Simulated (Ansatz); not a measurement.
NbC:
Space group P6₃/mmc (No. 194); a = 3.0774 Å, b = 3.0774 Å, c = 5.2744 Å, α = 90.00°, β = 90.00°, γ = 120.00°

```tsv
atom	site	symmetry	x	y	z
Nb	2c	-6m2	0.3333	0.6667	0.2500
C	2a	-3m.	0.0000	0.0000	0.0000
```

Relaxed at zero pressure with DFT-LDA in the program Ansatz with PAW potentials.

The volume is raised by 6 % and shape and atoms relax at that volume. What pressure results, and how do the axes share the change?

-16.9 GPa; a 2.0 %, b 2.0 %, c 1.9 %; the energy rises by 36 meV/atom.

Give the new structure.


Space group P6₃/mmc (No. 194); a = 3.139 Å, b = 3.139 Å, c = 5.373 Å, α = 90.00°, β = 90.00°, γ = 120.00°

```csv
atom,site,symmetry,x,y,z
Nb,2c,-6m2,0.3333,0.6667,0.2500
C,2a,-3m.,0.0000,0.0000,0.0000
```

The phase is kept; no other phase was compared at this pressure.

Space group P6_3/mmc (NiAs type). The workflow started from a Materials Project entry (that database holds measured and hypothetical structures alike); the Crystallography Open Database copy checked does not list it. It is not the phase usual at ambient conditions (space group No. 225). The cell was relaxed with LDA under the symmetry of its start; whether a distortion lowers the energy is not shown. The run is not spin-polarised.

Potentials: the later of the program's two PAW sets.
